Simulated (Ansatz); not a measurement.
V, A15: geometry optimisation

Theory: Ansatz, DFT, r2SCAN, plane waves (500 eV) with PAW, scalar-relativistic. The PAW files were generated under PBE, with cores re-solved for the functional.

k-point mesh 5×5×5, Fermi-Dirac smearing 0.1 eV, no spin polarisation. Cell and atoms relax.

Starting structure:

```yaml
crystal:
  lattice:
    - [4.8003007812, 0.0, 0.0]
    - [0.0, 4.8003007812, 0.0]
    - [0.0, 0.0, 4.8003007812]
  atoms:
    - { symbol: V, position: [0.0, 0.0, 0.0] }
    - { symbol: V, position: [0.5, 0.5, 0.5] }
    - { symbol: V, position: [0.25, 0.0, 0.5] }
    - { symbol: V, position: [0.75, 0.0, 0.5] }
    - { symbol: V, position: [0.5, 0.25, 0.0] }
    - { symbol: V, position: [0.5, 0.75, 0.0] }
    - { symbol: V, position: [0.0, 0.5, 0.25] }
    - { symbol: V, position: [0.0, 0.5, 0.75] }
hamiltonian:
  xc: r2scan
  pseudopotentials:
    kind: paw
    azcp:
      V: "pseudopotentials/V.paw.azcp"
basis:
  ecutwfc: 500
  fft_grid_basis: typed
kpoints:
  mp_grid: { grid: [5, 5, 5], shift: [0, 0, 0] }
magnetization:
  spin_polarized: false
scf:
  occupations: { method: fermi_dirac, width: 0.1 }
relax:
  max_steps: 60
  f_tol: 0.01
  cell: {}
```

What cell does the relaxation end in?

Pm-3n with a = 4.763 Å; 13.51 Å³ per atom against 13.83 at the start (-2.3 %).

How much energy does the relaxation gain?

4.4 meV per atom.

Path of the relaxation (the plane waves are chosen anew near the end, which can shift the energy a little):

```csv
step,E − E(final) (meV/atom),V (Å³/atom),P (GPa),max force (eV/Å)
0,4.40,13.827,-4.34,0.000
1,0.19,13.422,1.26,0.000
2,-0.11,13.511,-0.04,0.000
3,0.00,13.511,-0.05,0.000
4,0.00,13.508,0.00,0.000
5,0.00,13.508,0.00,0.000
```
